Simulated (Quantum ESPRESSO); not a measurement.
# Moving one atom in Mo3WS7

These are calculations, not measurements. They come from pw.x of Quantum ESPRESSO 7.5, a plane-wave density functional program, with PseudoDojo standard norm-conserving files (v0.5 for PBE, v0.4.1 for LDA and PBEsol). The cells are made up: elements, strain and atom displacements were drawn at random, and nothing was relaxed. There is no spin polarisation, spin-orbit coupling or dispersion term.

The cell has 12 sites of a 2H layered lattice (rectangular cell). Sites 1 to 4 hold Mo Mo W Mo; sites 5 to 12 hold S S S S S S S empty. Cell vectors in Å: (3.157, 0.045, -0.024); (0.078, 5.454, 0.021); (-0.096, 0.048, 12.525). Settings: PBE, cutoff 1088 eV, 9 x 6 x 4 k mesh shifted by half a step, Fermi-Dirac smearing of 0.1 eV.

Each run shifts the S atom on site 5 along z and leaves all else fixed. Site 4 is one of its nearest neighbours. E is the free energy of the cell above the lowest run shown.

```
run  shift (Å)  Fz on site 5 (eV/Å)  Fz on site 4 (eV/Å)  P (GPa)  E (meV)
  1    -0.1205                1.739               -0.671    -1.30    119.2
  2    -0.0960                1.454               -0.557    -1.07     80.0
  4    -0.0389                0.714               -0.262    -0.48     17.7
  5    -0.0179                0.415               -0.143    -0.25      5.8
  6     0.0085                0.019                0.014     0.06      0.0
  7     0.1060               -1.639                0.667     1.35     76.5
  3    -0.0634                    ?                    ?        ?        ?
```

A rerun of one of these cells at 1377 eV and k mesh 11 x 8 x 6 moved values by no more than 0.003 eV in the cell's energy, 0.02 GPa in stress and 0.002 eV/Å in force.

## Worked fit

A parabola through the six runs shown gives Fz on site 5 = 0.149 - 15.15 u - 16.2 u² eV/Å, with u in Å and a scatter of 0.001 eV/Å. Minus the slope, 15.15 ± 0.01 eV/Å², is this atom's force constant along z at u = 0, with its periodic images moving too. The fitted force vanishes at u = 0.010 Å, where the energy should be lowest along this line. The error is the larger of the fit's own and the change that a cubic makes, rounded up.

## Withheld run

Question: what Fz on site 5 should run 3 give?

The fit gives 1.044 eV/Å. The calculation gave 1.044 eV/Å.

| run | shift (Å) | Fz on site 5 (eV/Å) | Fz on site 4 (eV/Å) | P (GPa) | E (meV) |
| --- | --- | --- | --- | --- | --- |
| 3 | -0.0634 | 1.044 | -0.393 | -0.74 | 39.2 |